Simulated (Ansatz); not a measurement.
NaCl:
```
NaCl
1.0
    3.36889     0.00000     0.00000
    0.00000     3.36889     0.00000
    0.00000     0.00000     3.36889
Na Cl
1 1
Direct
  0.00000   0.00000   0.00000
  0.50000   0.50000   0.50000
```

Relaxed with LDA.

Q: Give the optical modes at the zone centre with their infrared and Raman activity from DFPT, plane-wave PAW LDA (Ansatz code).

A: Transverse frequencies, without the LO–TO term; a row sums one degenerate level.

```csv
ω (cm⁻¹),degeneracy,IR ((D/Å)²/amu),Raman (Å⁴/amu),activity,symmetry
113,3,6.76,0,IR,T1u
```

Q: How high does the top mode go among those that the LO–TO term moves?

A: 237 cm⁻¹ for q along x.

Space group Pm-3m (CsCl type). This is a known high-pressure phase of the composition, computed here at zero pressure and temperature. The LDA relaxation kept the symmetry of its start. At this level the phase is dynamically unstable (imaginary phonons).

Potentials: the earlier of the program's two PAW sets.
